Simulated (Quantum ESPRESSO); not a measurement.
```cif
data_H8B2Li2
_chemical_formula_sum 'H8 Li2 B2'
_space_group_name_H-M_alt 'P 1'
_space_group_IT_number 1
_cell_length_a 6.39517
_cell_length_b 3.96362
_cell_length_c 3.96362
_cell_angle_alpha 90.539
_cell_angle_beta 90.000
_cell_angle_gamma 90.000
loop_
_space_group_symop_operation_xyz
  'x, y, z'
loop_
_atom_site_label
_atom_site_type_symbol
_atom_site_fract_x
_atom_site_fract_y
_atom_site_fract_z
_atom_site_occupancy
H1 H 0.59484 0.52733 0.16323 1
H2 H 0.40516 0.16323 0.52733 1
H3 H 0.90516 0.52733 0.16323 1
H4 H 0.09484 0.16323 0.52733 1
H5 H 0.75000 0.73891 0.77325 1
H6 H 0.25000 0.77325 0.73891 1
H7 H 0.75000 0.25641 0.81095 1
H8 H 0.25000 0.81095 0.25641 1
Li1 Li 0.50000 0.00548 0.00548 1
Li2 Li 0.00000 0.00548 0.00548 1
B1 B 0.75000 0.51475 0.98127 1
B2 B 0.25000 0.98127 0.51475 1
```

The geometry is that of Materials Project entry mp-1095543, symmetrised and not relaxed again.

Question: What does norm-conserving LDA (Quantum ESPRESSO, 76 Ry, no spin-orbit coupling) give for the electronic structure near the Fermi level?

Answer: The LDA gap is 4.97 eV; at least one edge lies off the plotted path, at a point of the SCF mesh. The smallest direct gap is 5.81 eV. 

The structure is a Materials Project entry; no match was found in the copy of COD used, and its stability was not checked.

Letters of k points follow the standard setting of the lattice, whose axes may be ordered differently from the printed cell.
